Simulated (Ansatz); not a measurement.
In₃Ru:
```cif
data_In12Ru4
_chemical_formula_sum 'In12 Ru4'
_space_group_name_H-M_alt 'P42/mnm'
_space_group_IT_number 136
_space_group_name_Hall '-P 4n 2n'
_cell_length_a 7.02373
_cell_length_b 7.02373
_cell_length_c 7.29998
_cell_angle_alpha 90.000
_cell_angle_beta 90.000
_cell_angle_gamma 90.000
loop_
_atom_site_label
_atom_site_type_symbol
_atom_site_symmetry_multiplicity
_atom_site_Wyckoff_symbol
_atom_site_fract_x
_atom_site_fract_y
_atom_site_fract_z
_atom_site_occupancy
In1 In 8 j 0.15520 0.15520 0.26360 1
In2 In 4 c 0.00000 0.50000 0.00000 1
Ru1 Ru 4 f 0.34402 0.34402 0.00000 1
```

Relaxed with r²SCAN.

Q: Which orbitals make up the states near the band edges in plane-wave PAW r²SCAN (Ansatz code)?

A: Top 1 eV of the valence band: Ru 4d 50 %, In 5p 42 %, In 5s 6 %. Bottom 1 eV of the conduction band: In 5p 48 %, Ru 4d 43 %, In 5s 7 %. Projections are on Löwdin-orthogonalised atomic valence shells; empty p or d shells of many metals are not among them.

Q: Tabulate the density of states.

A: States/eV per cell of 16 atoms, in 0.25 eV bins, energy from the valence-band maximum.

| E (eV) | total | In 5p | Ru 4d | In 5s |
|---|---|---|---|---|
| -7.89 | 2.30 | 0.88 | 0.03 | 1.07 |
| -7.64 | 1.23 | 0.50 | 0.02 | 0.56 |
| -7.39 | 3.73 | 1.57 | 0.07 | 1.70 |
| -7.14 | 3.87 | 1.65 | 0.09 | 1.76 |
| -6.89 | 2.92 | 1.25 | 0.08 | 1.34 |
| -6.64 | 3.70 | 1.59 | 0.13 | 1.71 |
| -6.39 | 3.79 | 1.58 | 0.17 | 1.81 |
| -6.14 | 4.30 | 1.75 | 0.28 | 2.03 |
| -5.89 | 5.99 | 2.29 | 0.49 | 2.92 |
| -5.64 | 5.65 | 1.99 | 0.61 | 2.78 |
| -5.39 | 5.88 | 1.74 | 0.97 | 2.96 |
| -5.14 | 7.58 | 2.34 | 1.32 | 3.61 |
| -4.89 | 3.13 | 0.97 | 0.58 | 1.46 |
| -4.64 | 5.92 | 1.84 | 1.34 | 2.52 |
| -4.39 | 8.44 | 2.24 | 2.37 | 3.54 |
| -4.14 | 8.83 | 1.92 | 2.85 | 3.79 |
| -3.89 | 4.56 | 0.83 | 1.80 | 1.81 |
| -3.64 | 2.16 | 0.43 | 0.97 | 0.70 |
| -3.39 | 7.13 | 3.19 | 2.89 | 0.67 |
| -3.14 | 8.84 | 3.69 | 3.96 | 0.73 |
| -2.89 | 5.07 | 2.10 | 2.32 | 0.40 |
| -2.64 | 13.60 | 4.64 | 7.59 | 0.92 |
| -2.39 | 14.94 | 4.36 | 9.33 | 0.88 |
| -2.14 | 15.95 | 3.88 | 10.99 | 0.72 |
| -1.89 | 17.71 | 3.58 | 13.08 | 0.69 |
| -1.64 | 26.26 | 5.83 | 19.04 | 0.83 |
| -1.39 | 18.36 | 4.23 | 13.25 | 0.48 |
| -1.14 | 9.59 | 3.52 | 5.28 | 0.53 |
| -0.89 | 6.81 | 2.73 | 3.27 | 0.61 |
| -0.64 | 18.03 | 6.45 | 10.36 | 0.80 |
| -0.39 | 11.82 | 5.90 | 4.97 | 0.63 |
| -0.14 | 1.49 | 0.81 | 0.48 | 0.15 |
| 0.11 | 0.00 | 0.00 | 0.00 | 0.00 |
| 0.36 | 0.28 | 0.15 | 0.11 | 0.01 |
| 0.61 | 11.77 | 5.39 | 5.63 | 0.56 |
| 0.86 | 4.43 | 2.24 | 1.74 | 0.35 |
| 1.11 | 2.36 | 1.17 | 0.91 | 0.23 |
| 1.36 | 9.83 | 4.89 | 3.36 | 1.30 |
| 1.61 | 7.35 | 3.29 | 2.40 | 1.40 |
| 1.86 | 7.99 | 3.37 | 2.41 | 1.91 |
| 2.11 | 9.48 | 4.36 | 2.45 | 2.26 |
| 2.36 | 9.09 | 4.48 | 1.99 | 2.11 |
| 2.61 | 8.35 | 4.13 | 1.62 | 2.05 |
| 2.86 | 9.46 | 4.52 | 1.66 | 2.58 |
| 3.11 | 7.03 | 3.48 | 1.03 | 1.90 |
| 3.36 | 9.48 | 4.81 | 1.17 | 2.45 |
| 3.61 | 9.19 | 4.97 | 0.97 | 2.17 |
| 3.86 | 7.73 | 4.70 | 0.64 | 1.43 |
| 4.11 | 7.73 | 4.53 | 0.68 | 1.49 |
| 4.36 | 8.13 | 4.79 | 0.64 | 1.46 |
| 4.61 | 7.11 | 4.43 | 0.50 | 1.14 |
| 4.86 | 8.73 | 5.59 | 0.60 | 1.23 |
| 5.11 | 7.26 | 4.72 | 0.43 | 0.98 |

Space group P4_2/mnm. The workflow started from a Materials Project entry (that database holds measured and hypothetical structures alike); the Crystallography Open Database copy checked does not list it. Whether it is the stable phase at ambient conditions was not checked. The cell was relaxed with r²SCAN under the symmetry of its start; its stability against distortions is not shown here. The run is not spin-polarised. Scalar-relativistic: spin–orbit coupling is off unless named, which matters more the heavier the elements.

Potentials: the earlier of the program's two PAW sets.
